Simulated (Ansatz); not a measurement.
MoS2 (2H-MoS2 type, space group P6_3/mmc)

```xyz
6
Lattice="3.1494 0.0000 0.0000 -1.5747 2.7275 0.0000 0.0000 0.0000 12.0915" Properties=species:S:1:pos:R:3 pbc="T T T"
Mo     0.0000     1.8183     3.0229
Mo     1.5747     0.9092     9.0686
S      0.0000     1.8183     7.5028
S      1.5747     0.9092     1.4571
S      1.5747     0.9092     4.5887
S      0.0000     1.8183    10.6344
```

Scan: atom 6 (S, nearest neighbour Mo at 2.400 Å; its periodic images, 3.1 Å or more away, move with it) is displaced along Cartesian z, direction (0.000, 0.000, 1.000) in Cartesian axes, by s. The other atoms stay.

Method: PBE-D3(BJ) (plane waves to 420 eV, PAW, scalar-relativistic; Ansatz, a program for electronic structure). k mesh 10×10×3 (Γ-centred), Fermi-Dirac smearing 0.05 eV. The energy includes the smearing's −TS. As the smearing reaches across the gap at some points, energies and forces of such displacements shift with the k mesh and the smearing. MoS2 is run without spin polarisation. MoS2 was relaxed with its symmetry unable to fall. The PAW data are Ansatz's earlier set. The zero of ΔE is the undisplaced structure.

Successive frames, forces in eV/Å:

```csv
frame,ΔE (eV/cell),F on Mo1,F on Mo2,F on S3,F on S4,F on S5,F on S6
s = 0.096 Å,0.075,"(0.000, 0.000, 0.002)","(0.000, 0.000, 1.287)","(0.000, 0.000, 0.168)","(0.000, 0.000, 0.045)","(0.000, 0.000, 0.002)","(0.000, 0.000, -1.504)"
s = 0.000 Å,0.000,"(0.000, 0.000, 0.000)","(0.000, 0.000, 0.000)","(0.000, 0.000, 0.000)","(0.000, 0.000, 0.000)","(0.000, 0.000, 0.000)","(0.000, 0.000, 0.000)"
s = -0.096 Å,0.087,"(0.000, 0.000, 0.002)","(0.000, 0.000, -1.625)","(0.000, 0.000, -0.202)","(0.000, 0.000, -0.041)","(0.000, 0.000, -0.002)","(0.000, 0.000, 1.868)"
```

### Question
What are the energy and the forces in the next frame, s = -0.192 Å?

### Answer
ΔE (eV/cell) = 0.370.

```json
[
 {"atom": "Mo1", "Fx": "0.000", "Fy": "0.000", "Fz": "0.005"},
 {"atom": "Mo2", "Fx": "0.000", "Fy": "0.000", "Fz": "-3.562"},
 {"atom": "S3", "Fx": "0.000", "Fy": "0.000", "Fz": "-0.456"},
 {"atom": "S4", "Fx": "0.000", "Fy": "0.000", "Fz": "-0.077"},
 {"atom": "S5", "Fx": "0.000", "Fy": "0.000", "Fz": "-0.004"},
 {"atom": "S6", "Fx": "0.000", "Fy": "0.000", "Fz": "4.093"}
]
```

(A displaced cell: forces are minus the slopes of the energy, force constants its curvatures, and phonons follow from these.)
